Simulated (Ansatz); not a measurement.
A geometry of AlRu away from equilibrium: the start of the relaxation of a relaxed AlRu cell displaced along its unstable phonon at q = (½, ½, 0) of its primitive reciprocal cell (117i cm⁻¹), largest move 0.15 Å. Computed with PBEsol (plane waves to 420 eV, PAW, scalar-relativistic; Ansatz, a quantum-chemistry and plane-wave program). Γ-centred k-mesh 13×13×13 on the run's cell (coarser than for final values), Fermi–Dirac smearing 0.05 eV.

```xyz
4
Lattice="2.8396 1.6394 7.8905 0.0000 1.6394 7.8905 0.0000 -1.6394 3.9453" Properties=species:S:1:pos:R:3:forces:R:3 pbc="T T T" free_energy=-12683.434 pressure_GPa=3.0
Al     0.0000     0.0523     0.1151    0.0000   -0.1412    0.0553
Al     1.4198     2.4069    11.7207    0.0000    0.1412   -0.0553
Ru     2.8396     1.7885    13.7915    0.0000   -0.7109   -0.1598
Ru     1.4198     0.6707     9.8801    0.0000    0.7109    0.1598
```

Positions in Å, forces in eV/Å, free energy of the cell in eV (comparable only within this code, potentials and settings). Largest force: 0.73 eV/Å, on Ru3, Ru4 (atoms numbered as listed); the geometry lies 0.01 eV/atom above the end of its relaxation.

No spin polarisation in the result.

The run could not lose the symmetry of its start, so the end can be a saddle point.

The end of the path is a generated cell of AlRu: the first start was made by placing the elements on the sites of a structure type, and the end was not matched to a known phase here, so it may be hypothetical.
